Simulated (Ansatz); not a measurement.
**Magnetovolume behaviour of NiSb (P63/mmc)**

The reference geometry is a structure as deposited in COD; nothing is relaxed.

Settings: PBE, 10×10×7 k mesh, Fermi–Dirac smearing of 0.05 eV. PAW means Ansatz 0.2.0 on its default frozen-core files; LAPW is all-electron LAPW in Ansatz 0.2.0. Site moments are integrated in spheres about the atoms, whose radii differ between the methods.

Input of the first run:

```yaml
crystal:
  lattice:
    - [3.928, 0.0, 0.0]
    - [-1.964, 3.4017477861, 0.0]
    - [0.0, 0.0, 5.12]
  atoms:
    - { symbol: Ni, position: [0.0, 0.0, 0.0], spin: 1.5 }
    - { symbol: Ni, position: [0.0, 0.0, 0.5], spin: 1.5 }
    - { symbol: Sb, position: [0.3333333333, 0.6666666667, 0.25] }
    - { symbol: Sb, position: [0.6666666667, 0.3333333333, 0.75] }
magnetization:
  spin_polarized: true
kpoints:
  mp_grid: { grid: [10, 10, 7] }
scf:
  occupations: { method: fermi_dirac, width: 0.05 }
hamiltonian:
  xc: pbe
  pseudopotentials: { kind: paw }
output:
  forces: true
  stress: true
  eigenvalues: true
  populations: true
```

Command: `ansatz run input.yaml --threads 2 --pin off --max-ram 6144MiB --backend cpu --events-out ev --progress --plain --runs-dir out`

The input for «volume scaled by 0.96» by LAPW differs from it in these lines, output keys apart:

```diff
-    - [3.928, 0.0, 0.0]
-    - [-1.964, 3.4017477861, 0.0]
-    - [0.0, 0.0, 5.12]
+    - [3.8749124112, 0.0, 0.0]
+    - [-1.9374562056, 3.3557725856, 0.0]
+    - [0.0, 0.0, 5.0508023282]
-  pseudopotentials: { kind: paw }
+  pseudopotentials: { kind: all_electron, lapw: { basis_error: 0.001 } }
```

The cell shown is scaled evenly to other volumes, and every spin-polarised run starts from the same moments.

The search for lower states is left at its default.

Question: Over V/V₀ from 0.66 to 1.25, do the moments collapse, and if so where?

Answer: No volume of the series keeps a moment.
```csv
V/V₀,Å³/atom,M PAW (μB/cell),M LAPW (μB/cell),"largest site moment, PAW (μB)",P PAW (GPa),P LAPW (GPa),"F − F(unpolarised), PAW (meV/atom)"
0.66,11.29,0.00,–,0.00,150.5,–,0
0.74,12.66,0.00,–,0.00,84.7,–,0
0.8,13.68,0.00,0.00,0.00,53.5,53.5,0
0.86,14.71,0.00,–,0.00,32.0,–,0
0.92,15.74,0.00,–,0.00,17.1,–,0
0.96,16.42,0.00,0.00,0.00,9.7,9.7,0
1,17.10,0.00,0.00,0.00,3.9,3.9,0
1.04,17.79,0.00,–,0.00,-0.8,–,0
1.1,18.81,0.00,0.00,0.00,-6.1,-6.1,0
1.25,21.38,0.00,–,0.00,-13.4,–,0
```

Under strong compression frozen cores are worth checking against an all-electron run. Spin–orbit coupling is left out although heavy atoms are present. The magnetic state is the one that this cell and start allow. It needn't be the compound's measured order, which may need a larger cell or be absent.
